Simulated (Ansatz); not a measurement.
Here is the system:

YIr:
```yaml
crystal:
  lattice:
    - [3.38544, 0.00000, 0.00000]
    - [0.00000, 3.38544, 0.00000]
    - [0.00000, 0.00000, 3.38544]
  atoms:
    - { symbol: Ir, position: [0.00000, 0.00000, 0.00000] }
    - { symbol: Y, position: [0.50000, 0.50000, 0.50000] }
```

This is the PBEsol-relaxed structure.

Problem. All from DFT-PBEsol in the program Ansatz with PAW potentials, unless another level is named. Give the formation energy from the elements (no fitted shifts).

Solution. -0.74 eV/atom.

Problem. What about the density of states at the Fermi level?

Solution. 0.33 states/eV per atom (mean over ±0.08 eV).

Problem. And the gap with spin–orbit coupling?

Solution. none (metallic).

Space group Pm-3m (CsCl type). The workflow started from an entry of the Crystallography Open Database (COD). Its standing as an ambient phase is unchecked. The cell was relaxed with PBEsol under the symmetry of its start; its stability against distortions is not shown here. No spin polarisation was allowed. The references are the lowest solids computed at this level, not always the standard phases. Spin–orbit coupling is left out wherever it is not named.

Potentials: the later of the program's two PAW sets.
